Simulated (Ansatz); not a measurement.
# A plane-wave run on CrAgAs2

input.yaml (Ansatz 0.2.0)

```yaml
crystal:
  lattice:
    - [1.717141, 2.974174, 0.0]
    - [-1.717141, 2.974174, 0.0]
    - [0.0, -1.982779, 7.091604]
  atoms:
    - { symbol: As, position: [0.125, 0.125, 0.375] }
    - { symbol: As, position: [0.875, 0.875, 0.625] }
    - { symbol: Ag, position: [0.0, 0.0, 0.0] }
    - { symbol: Cr, position: [0.5, 0.5, 0.5] }
  symmetry: { tolerance: 0.0003 }
kpoints:
  mp_grid: { grid: [10, 10, 10], shift: [0, 0, 0] }
  band_path:
    path:
      - [0.0, 0.0, 0.0]
      - [0.0, 0.0, 0.5]
      - [0.32030436, -0.32030436, 0.5]
      - [0.32030436, -0.35939128, 0.17969564]
      - [0.5, 0.0, 0.0]
      - [0.0, 0.0, 0.0]
      - [0.33984782, -0.33984782, 0.0]
      - [0.32030436, -0.33984782, 0.33984782]
      - [0.0, -0.5, 0.5]
      - [0.0, 0.0, 0.0]
    npoints: 6
magnetization:
  spin_polarized: false
scf:
  occupations: { method: fermi_dirac }
  lower_state_search: "off"
  max_iter: 200
hamiltonian:
  pseudopotentials: { kind: paw }
  xc: pbesol
basis:
  ecutwfc: 420
  fft_grid_basis: typed
output:
  forces: true
  stress: true
  eigenvalues: true
  bader: true
  populations: true
  elf: true
  write_potential: true
  volumetric_format: npy
  dos:
    e_range: [-12, 8]
    de: 0.05
    projected: { site_lists: { Ag: [Ag], As: [As], Cr: [Cr] } }
checkpoint:
  read: saved_state
```

The saved state is an earlier solution for the same cell, perhaps on another mesh. 

Parts of the output:

```
Warning: crystal.lattice misses the space group found at crystal.symmetry.tolerance 3.0e-4 in a digit that the deck types, which is why this is a warning: making the lattice exact moves one of its numbers by a whole unit of that number's last typed decimal, or more. The operation that it misses by the most changes a squared length by the fraction 1.23e-6.
Pseudopotentials: kind: paw
Pseudopotential: As, paw, valence charge 15, recommended cutoff 420 eV (normal), As.paw.azcp
Pseudopotential: Ag, paw, valence charge 19, recommended cutoff 420 eV (normal), Ag.paw.azcp
Pseudopotential: Cr, paw, valence charge 14, recommended cutoff 420 eV (normal), Cr.paw.azcp
Functional definition: PBEsol
  exchange = pbesol_x
  correlation = pbesol_c
Crystal: 4 atoms, lattice volume = 72.435 Å³
Basis set: ecut = 420 eV, 1415 PW (Γ), exchange–correlation on 48×48×100 points (8 copies of the dense FFT grid, shifted against one another)
Bands: 38, of which v1, the nominal top of the filled ones, is band 32 counted from 1 (31 counted from 0)
Symmetry: 12 space group operations
Space group: R-3m (ITA 166), of the structure as read, at distance tolerance 1.3e-3 Å
k-points: 116 of 1000
Initial density: read from a saved state, or passed on in memory by an earlier SCF of this step, an earlier step, the calling program or the single point that the run made first
Functional: x = pbesol(κ = 0.804, μ = 0.1235), c = pbesol(β = 0.046)
SCF iter   1: F=—  Δρ=2.02e-3  dr2=2.20e-3
SCF iter   2: F=—  Δρ=1.69e-3  dr2=2.33e-3
SCF iter   3: F=—  Δρ=3.08e-4  dr2=9.03e-5
SCF iter   4: F=—  Δρ=7.01e-5  dr2=3.25e-6
SCF iter   5: F=—  Δρ=3.42e-5  dr2=1.09e-6
SCF iter   6: F=—  Δρ=1.17e-5  dr2=1.31e-7
SCF iter   7: F=-20493.4132 eV  Δρ=2.38e-6  dr2=5.62e-9
Free energy (F): -20493.4132 eV
Harris-Foulkes:  -20493.4132 eV  (|F-HF|=2.82e-9)
Internal energy: -20493.3050 eV  (E = F + TS)
E sigma→0 (E₀):  -20493.3591 eV
Entropy (-TS):   -0.1082 eV (-27.056 meV/atom)
Fermi energy:    12.8548 eV
--- Per-component energies (eV) ---
  E_band       = -940.8040
  E_kinetic    = 1097.8848
  E_local      = -8823.2825  (includes V_loc(G=0)·N_el)
  E_nonlocal   = -1164.1659
  E_hartree    = 4363.1697
  E_xc         = -484.9790
  E_vxc        = -577.3502  (∫ρ·V_xc dr)
  E_paw        = -8595.3349  (= ΣΔE_a)
  E_vpaw       = -200.2308  (= ΣTr[D̂ρ^β])
  E_aug_tail   = 0.0006  (compensation charges beyond the density's cutoff)
  E_ewald      = -6889.0134
  E_core_change = 2.4156  (= ΣΔE_core)
  E_smearing   = -0.1082  (= −TS)
--- Forces (eV/Å), atoms counted from 1 ---
  atom   1  As     0.0000     0.0000    -5.8812
  atom   2  As     0.0000     0.0000     5.8812
  atom   3  Ag     0.0000     0.0000     0.0000
  atom   4  Cr     0.0000     0.0000     0.0000
--- Stress (GPa, compression-positive) ---
       32.5838       0.0000       0.0000
        0.0000      32.5838       0.0000
        0.0000       0.0000      20.2144
  P = ⅓ Tr σ = 28.4607 GPa (284.607 kbar)
```

Origin: a known structure type with other elements, at an estimated volume, so it need not be a known compound. Caveats: no spin polarisation, so a magnetic state may lie lower; atoms or cell far from equilibrium.
